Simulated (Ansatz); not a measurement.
Cu Kα1 powder pattern (kinematic, no thermal factors).
2θ (°) (relative intensity): 13.95 (3), 18.63 (1), 26.53 (2), 26.95 (43), 28.11 (54), 28.16 (100), 30.09 (33), 32.62 (16), 32.92 (2), 35.63 (4), 39.03 (2), 42.76 (14), 46.76 (36), 46.83 (69), 47.09 (1), 47.85 (1), 51.00 (28), 54.86 (5), 55.45 (13), 55.51 (44), 55.54 (14), 56.67 (5), 58.11 (1), 58.23 (3), 58.42 (2), 60.11 (2), 65.27 (4), 68.33 (11), 70.06 (1), 71.73 (9), 74.94 (4), 75.37 (4), 75.45 (5), 75.53 (10), 76.49 (4), 77.74 (3), 77.84 (2), 80.93 (7), 84.12 (4), 86.79 (6), 86.94 (11), 86.99 (11)

The pattern is computed from a structure relaxed with DFT PBE, scalar-relativistic, plane waves, PAW in Ansatz. No spin polarisation. Its elements are Mg, S, Zn.

Task: Give the structure.

Result: MgZn5S6.
Space group P3m1 (No. 156). a = 3.877 Å, b = 3.877 Å, c = 19.032 Å, α = 90.00°, β = 90.00°, γ = 120.00°
| atom | site | symmetry | x | y | z |
| --- | --- | --- | --- | --- | --- |
| Mg | 1b | 3m. | 0.3333 | 0.6667 | 0.1666 |
| Zn | 1a | 3m. | 0.0000 | 0.0000 | 0.9959 |
| Zn | 1a | 3m. | 0.0000 | 0.0000 | 0.5021 |
| Zn | 1c | 3m. | 0.6667 | 0.3333 | 0.6668 |
| Zn | 1c | 3m. | 0.6667 | 0.3333 | 0.3377 |
| Zn | 1b | 3m. | 0.3333 | 0.6667 | 0.8312 |
| S | 1a | 3m. | 0.0000 | 0.0000 | 0.1197 |
| S | 1a | 3m. | 0.0000 | 0.0000 | 0.6263 |
| S | 1b | 3m. | 0.3333 | 0.6667 | 0.2964 |
| S | 1c | 3m. | 0.6667 | 0.3333 | 0.7907 |
| S | 1c | 3m. | 0.6667 | 0.3333 | 0.4614 |
| S | 1b | 3m. | 0.3333 | 0.6667 | 0.9551 |

A pattern alone doesn't exclude other cells with like lines; this is the one computed.

The cell was found from a structure generator's guess, not taken from experiment.
